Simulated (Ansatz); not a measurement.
## MnAl6 (Cmcm): electronic heat capacity and spin susceptibility from the density of states

Theory: DFT PBEsol, scalar-relativistic, plane waves, PAW (Ansatz).

Plane waves to 420 eV, a k mesh through Γ of 8×8×4 on the computed 14-atom cell and Gaussian smearing (0.10 eV); no spin polarisation.

Relaxed cell: Cmcm, a = 7.488 Å, b = 6.412 Å, c = 8.756 Å, α = 90.00°, β = 90.00°, γ = 90.00°, 14 atoms in the primitive cell. Whether it is the stable form of this composition wasn't checked.

The density of states at the Fermi level is 4.189 states/eV in the cell of 14 atoms (2 formula units; both spins, tetrahedra on a 12×12×6 mesh).

Problem. What Sommerfeld coefficient and Pauli susceptibility does this give?

Solution. Per formula unit N(E_F) = 2.094 states/eV. γ = (π²/3) k_B² N(E_F) N_A = 2.357 mJ/(mol K²) per state/eV, so γ = 4.9 mJ/(mol K²), a mole of formula units. χ_P = μ_B² N(E_F) N_A = 3.23×10⁻⁵ emu/mol per state/eV gives 6.8×10⁻⁵ emu/mol. This is the bare band result: a measured γ of the same phase is as a rule larger by a factor 1 + λ from phonons and spin fluctuations, the spin part of χ is larger by the Stoner factor, and a measured χ also holds orbital and core terms. N(E_F) at one energy is sensitive to the mesh where the density of states has sharp peaks.

A ferromagnetic start lost its moments in a first run, so spin was left out; other magnetic orders weren't tried.

Cost: 1 run of about 1.4 core-minutes, on Oxide Virtual Turin-like Processor (Zen 5) (shared hosts).